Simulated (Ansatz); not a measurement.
## Equation of state of ZnGe3 under PBE

It takes space group Pm-3m (No. 221, cubic). The conventional cell has a = 4.222 Å, b = 4.222 Å, c = 4.222 Å, α = 90.00°, β = 90.00°, γ = 90.00°. Around Ge (site symmetry 4/mmm) lie 8 Ge at 2.99 Å and 4 Zn at 2.99 Å. Zn (site symmetry m-3m) has 12 Ge at 2.99 Å as nearest neighbours.

The cell comes from a database or a generator and needn't be the stable form of this composition.

The cell was scaled at fixed shape and fractions and run with Ansatz, Ansatz PAW, cutoff 420 eV; PBE, k mesh 6 × 6 × 6 on the cell of 4 atoms, fermi-dirac occupations of 0.05 eV, no spin polarisation, no spin-orbit coupling. Energies are those that the program minimises, any entropy of the smearing included. For a metal such a mesh isn't converged to the digits shown.

```csv
V (Å³/atom),energy over the lowest row (meV/atom)
17.6903,13.796
18.0667,?
18.4431,1.136
18.8194,0.000
19.1958,1.841
19.5722,6.323
19.9486,13.134
```

**Question.** Fit the third-order Birch-Murnaghan form, give V0, B0 and B′, and predict the energy left open.

**Answer.** With y = (V0/V)^(2/3), E = E0 + (9 V0 B0/16) [(y - 1)³ B′ + (y - 1)² (6 - 4y)]. Least squares through the rows shown give V0 = 18.7673 Å³/atom, E0 = -0.023 meV, B0 = 63.86 GPa (1 eV/Å³ = 160.218 GPa) and B′ = 4.84, with a largest miss of 0.006 meV. At V = 18.0667 the form with these constants gives 5.590 meV; the run gave 5.596 meV an atom.
